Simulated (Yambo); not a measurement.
G0W0@LDA for BaTiO₃ (space group R3m, No. 160) in Yambo. Reference settings: 4×4×4 Γ-centred k mesh, bands 2 to 127 and a 8 Ry block in the screening, 127 bands in G with the Bruneval-Gonze terminator, plasmon pole fitted at 27.2 eV. The LDA gap Z → Γ on this mesh is 2.33 eV; G0W0 gaps are taken between the same points.

With and without the terminator, as bands are cut:

```tsv
bands in G (in W)	gap, terminator (eV)	gap, none (eV)	valence shift, terminator (eV)	valence shift, none (eV)
35 (35)	4.178	4.430	-0.076	0.311
51 (51)	4.051	4.242	-0.158	0.232
73 (73)	4.041	4.190	-0.269	0.064
99 (99)	4.031	4.148	-0.341	-0.065
127 (127)	4.036	4.128	-0.374	-0.165
```

Over this range the gap spans 0.147 eV with the terminator and 0.302 eV without, the valence shift 0.298 eV and 0.476 eV. Neither column has reached its limit for certain.

Geometry of the Materials Project entry, not relaxed at this level; primitive cell a = 4.0338 Å, b = 4.0338 Å, c = 4.0338 Å, α = 89.84°, β = 89.84°, γ = 89.84°.

A shift is the quasiparticle energy of the state minus its LDA energy.
